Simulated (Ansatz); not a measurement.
**Does this entry for GaCoC2N3F5 lie near equilibrium?**

The cell is a COD entry, taken as it stands.

```
Ga Co C N F
1.0
    -3.67105    4.50965    4.69505
     3.67105   -4.50965    4.69505
     3.67105    4.50965   -4.69505
Ga Co C N F
2 2 4 6 10
Direct
  0.00000 0.00000 0.50000
  0.00000 0.50000 0.00000
  0.00000 0.00000 0.00000
  0.50000 0.00000 0.50000
  0.42720 0.29530 0.13190
  0.66340 0.29530 0.36810
  0.33660 0.70470 0.63190
  0.57280 0.70470 0.86810
  0.35130 0.17240 0.17890
  0.49350 0.17240 0.32110
  0.50650 0.82760 0.67890
  0.64870 0.82760 0.82110
  0.63340 0.38340 0.25000
  0.36660 0.61660 0.75000
  0.07450 0.32450 0.75000
  0.92550 0.67550 0.25000
  0.01430 0.91500 0.69850
  0.71650 0.31580 0.80150
  0.28350 0.08500 0.59930
  0.98570 0.68420 0.90070
  0.98570 0.08500 0.30150
  0.28350 0.68420 0.19850
  0.71650 0.91500 0.40070
  0.01430 0.31580 0.09930
```

Atom numbers follow the list; atoms alike are taken as one site, whose name carries the number of the first.

The numbers come from a DFT calculation in Ansatz (PBE, plane waves and PAW, scalar-relativistic, collinear spin, 420 eV cutoff, Γ-centred 4×4×4 k-points, Fermi–Dirac smearing 0.02 eV). Start moments as typed (μB): 4 on each Co, none on the rest. The program fits them to the shells of the files, so those used differ somewhat.

(1) Do the atoms and the cell lie near the calculated equilibrium?

Answers

(1) No. The largest force is 8.4 eV/Å, on atom 9 (N: 1 C at 1.23 Å, 1 N at 1.28 Å, 1 Co at 2.29 Å; also 1 Co at 3.32 Å), and the pressure is 4.9 GPa, with principal stresses up to 14 GPa in size. Such values can come from imprecise or misplaced coordinates, missing atoms or a wrong setting of the space group; the run alone doesn't tell which, and gradients calculated on this entry can't be taken for those of the compound at ambient conditions.
